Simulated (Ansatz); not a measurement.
## Single point on HfN3

System: artificial HfN3 built from the Cu3Au structure and then distorted.

PBE, all-electron PAW with datasets made for this cell in Ansatz, scalar-relativistic, cores by Dirac's equation, point nucleus. Coarse mesh: 2×2×2 (shift 0.5, 0.5, 0.5 mesh steps), σ = 0.15 eV (Fermi–Dirac). For a metal, stress, forces and moments on so few k-points can be far from the converged ones. The run is spin-unpolarised. The cell's electron count is odd, so a run with spin could end lower. Labels count atoms in the order given.

```
Hf N
1.0
     3.52366   -0.12618   -0.14986
    -0.12618    3.38924   -0.01274
    -0.14986   -0.01274    3.48259
Hf N
1 3
Direct
  0.45996 0.72203 0.27942
  0.53544 0.26264 0.78131
  0.00101 0.73852 0.78417
  0.99244 0.21454 0.29600
```

```tsv
atom	Fx (eV/Å)	Fy (eV/Å)	Fz (eV/Å)
Hf1	-0.043	0.415	0.581
N2	-0.604	-0.133	0.325
N3	0.011	-0.213	-0.463
N4	0.636	-0.070	-0.443
```

Stress xx yy zz yz xz xy in GPa, positive in compression: -14.82 -19.35 -18.35 -0.23 2.33 3.47.

The all-electron E − TS, for this scheme is -415300.022 eV, the pressure is -17.51 GPa and the largest force is 0.779 eV/Å.

## All-electron DFT: Hf3N

Cell: Hf3N placed on the sites of the ReO3 structure (a generated, not necessarily known, phase), then sheared and rattled, one atom being moved towards a neighbour.

Level of theory: PBE (LAPW, all electrons, scalar relativity, no spin–orbit coupling, cores by Dirac's equation, point nuclei; Ansatz). k-points 2×2×2 (shift 0.5, 0.5, 0.5 mesh steps), Fermi–Dirac smearing of 0.15 eV. The mesh is coarse, so the numbers hold for this sampling and aren't converged over the zone. For a metal, stress, forces and moments on so few k-points can be far from the converged ones. The run is spin-unpolarised. The cell's electron count is odd, so a run with spin could end lower. Labels count atoms in the order given.

```
CELL_PARAMETERS angstrom
4.34484 0.00555 0.16666
0.00555 4.68910 -0.09538
0.16666 -0.09538 4.34817
ATOMIC_POSITIONS crystal
N 0.39451 0.58750 0.80650
Hf 0.82321 0.59446 0.82189
Hf 0.32212 0.09310 0.80399
Hf 0.32994 0.59563 0.31098
```

Forces (eV/Å): N1 (-4.312, 0.101, -0.780); Hf2 (4.270, 0.056, 0.083); Hf3 (-0.008, -0.002, 0.021); Hf4 (0.050, -0.155, 0.676).

Stress tensor (GPa, compression positive):
```
10.31  0.93  0.19
 0.93 -4.57  0.57
 0.19  0.57  1.20
```

```
Pressure      : 2.31 GPa
Largest force : 4.383 eV/Å
```

All-electron DFT: HfN3

This is model HfN3 in the Cu3Au structure, strained and with atoms displaced, one atom being moved towards a neighbour.

Method: Ansatz, DFT, PBE, all-electron PAW datasets generated for the cell (no frozen core), scalar-relativistic valence, Dirac core shells, point nucleus. 2×2×2 (half-step shift) k-points (coarse, not zone-converged), Fermi–Dirac occupations at kT = 0.15 eV. In metals such a mesh can move stress, forces and moments by their own size. The run is spin-unpolarised. The cell's electron count is odd, so a run with spin could end lower. Labels count atoms in the order given.

```
Hf N
1.0
     3.18854    0.21140   -0.05498
     0.21140    3.45733   -0.00671
    -0.05498   -0.00671    3.39627
Hf N
1 3
Direct
  0.72715 0.66827 0.67813
  0.76319 0.15704 0.19343
  0.26005 0.60886 0.16600
  0.34228 0.08875 0.70900
```

Forces (eV/Å): Hf1 (5.982, -6.837, -0.609); N2 (0.606, -0.883, -0.437); N3 (-0.144, 0.022, 0.537); N4 (-6.444, 7.697, 0.509).

Stress tensor (GPa, compression positive):
```
 36.47 -54.55  -1.01
-54.55  46.24   5.97
 -1.01   5.97   2.70
```

```yaml
All-electron_free_energy_E_−_TS_its_zero_hangs_on_the_relativistic_scheme_and_nucleus: -415298.378 eV
Pressure: 28.47 GPa
Largest_force: 10.051 eV/Å
```
